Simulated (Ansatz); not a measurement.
InP (zinc blende)

```
CELL_PARAMETERS angstrom
      0.00000     2.95366     2.95366
      2.95366     0.00000     2.95366
      2.95366     2.95366     0.00000
ATOMIC_POSITIONS crystal
  P  0.75000 0.75000 0.75000
  In 0.00000 0.00000 0.00000
```

The slice is a {100} plane (indices of the conventional cell) through the point (0.000, 0.000, 0.000) (fractional), spanned by u = [100] and v = [0 1 -1] in vectors of this cell: u (4.18 Å) and v (4.18 Å, at 90° to u). It covers one period; positions are fractions (u, v).

These are r2SCAN (plane waves to 500 eV, PAW, scalar-relativistic; Ansatz, a first-principles code) values and carry that method's errors. k mesh 10×10×10. Inside the PAW spheres the values are not all-electron values, and peaks at nuclei hang on which shells count as valence. InP was relaxed with its symmetry unable to fall. The PAW data are Ansatz's earlier set.

Three fields on this plane, each scaled to ten steps between its own extremes (0 low, 9 high; the total valence density on a logarithmic scale, the potential cut 8 eV below its top; x marks points blanked near nuclei; v = 0 in the bottom row):

Map A
```
|xxxxx02577777520xxxx|
|xxxxx03678887630xxxx|
|xxxx0147888887410xxx|
|xxx003678898876300xx|
|00013678999998763100|
|22346789999999876432|
|55677899999999987765|
|77788999999999998877|
|77888999999999998887|
|77889999999999999887|
|77888999999999998887|
|77788999999999998877|
|55677899999999987765|
|22346789999999876432|
|00013678999998763100|
|xxx003678898876300xx|
|xxxx0147888887410xxx|
|xxxxx03678887630xxxx|
|xxxxx02577777520xxxx|
|xxxxx02577777520xxxx|
```

Map B
```
|xxxxx34789998743xxxx|
|xxxxx34678887643xxxx|
|xxxx3345666665433xxx|
|xxx333334444433333xx|
|33333322222222233333|
|44443211111111123444|
|77653210000000123567|
|98764210000000124678|
|99864210000000124689|
|99864210000000124689|
|99864210000000124689|
|98764210000000124678|
|77653210000000123567|
|44443211111111123444|
|33333322222222233333|
|xxx333334444433333xx|
|xxxx3345666665433xxx|
|xxxxx34678887643xxxx|
|xxxxx34789998743xxxx|
|xxxxx34799999743xxxx|
```

Map C
```
|xxxxx98776667789xxxx|
|xxxxx97766666779xxxx|
|xxxx9876555556789xxx|
|xxx987655444556789xx|
|99987654433344567899|
|88776543322233456778|
|77765432211122345677|
|77655432110112345567|
|76654321100011234566|
|66654321000001234566|
|76654321100011234566|
|77655432110112345567|
|77765432211122345677|
|88776543322233456778|
|99987654433344567899|
|xxx987655444556789xx|
|xxxx9876555556789xxx|
|xxxxx97766666779xxxx|
|xxxxx98776667789xxxx|
|xxxxx98776667789xxxx|
```

Assign the maps to these fields: electron localisation function (ELF); valence electron density; electrostatic potential energy of an electron, from the cell's mean.

A is the electrostatic potential energy of an electron, from the cell's mean; B is the electron localisation function (ELF); C is the valence electron density.
